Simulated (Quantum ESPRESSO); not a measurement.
## In3MgP3S (convergence and cost over cutoff and k mesh)

Computed values, not a measurement. The program is pw.x of Quantum ESPRESSO 7.5 (plane-wave density functional theory). The cell is made up: 8 atoms on a zincblende/diamond lattice, with randomly drawn elements, strain and displacements, not relaxed. PseudoDojo standard norm-conserving files (v0.5 for PBE, v0.4.1 for LDA and PBEsol) set the functional; there is no spin polarisation, spin-orbit coupling or dispersion term, and the masses in the input are unused placeholders.

Input of the run in row 2:

```
&control calculation='scf', pseudo_dir='./dojo.nc.sr.pbe.v0_5.standard.upf', outdir='./o', disk_io='medium', tprnfor=.true., tstress=.true. /
&system ibrav=0, nat=8, ntyp=4, nbnd=41, ecutwfc=84.00895049, nosym=.true., tot_charge=0,
 occupations='smearing', smearing='fd', degauss=0.0018374661
/
&electrons conv_thr=7.350e-09, electron_maxstep=60, /
ATOMIC_SPECIES
In 1.0 In.upf
Mg 1.0 Mg.upf
P 1.0 P.upf
S 1.0 S.upf
CELL_PARAMETERS angstrom
5.9162 0.0345 0.0836
0.0345 5.8116 0.0334
0.0836 0.0334 5.8754
ATOMIC_POSITIONS angstrom
In -0.0242 0.0186 -0.0035
Mg 0.0378 2.9642 2.9672
In 3.0591 0.065 3.021
In 3.0092 2.9457 0.0402
P 1.53 1.5959 1.5042
P 1.5566 4.4062 4.4711
S 4.4992 1.5405 4.5682
P 4.4494 4.3747 1.4824
K_POINTS automatic
4 4 4 1 1 1
```

The same cell was run at these settings. Meshes are shifted by half a step, and differences are from the last row, which is itself not exact.

| cutoff (eV) | k mesh | k points solved | threshold (eV) | free energy less the last row's (eV) | pressure (GPa) | largest stress difference (GPa) | largest force difference (eV/Å) | iterations | wall time (s) | k-point pools | processor |
| --- | --- | --- | --- | --- | --- | --- | --- | --- | --- | --- | --- |
| 800 | 2 x 2 x 2 | 4 | 1e-04 | 1.081 | -3.15 | 5.57 | 0.023 | 7 | 65 | 1 | AMD EPYC, Zen 5 class |
| 1143 | 4 x 4 x 4 | 32 | 1e-07 | 0.005 | 2.38 | 0.00 | 0.005 | 11 | 1086 | 1 | AMD EPYC, Zen 5 class |
| 1437 | 6 x 6 x 6 | 108 | 1e-07 | 0.000 | 2.38 | 0.00 | 0.000 | 11 | 476 | 4 | Intel Xeon, 2023 or later |

Each pool is one process. Wall times include start-up and a band step at six k points, which weighs most on the coarsest meshes. The runs were on shared virtual cores whose load varied, so times are rough.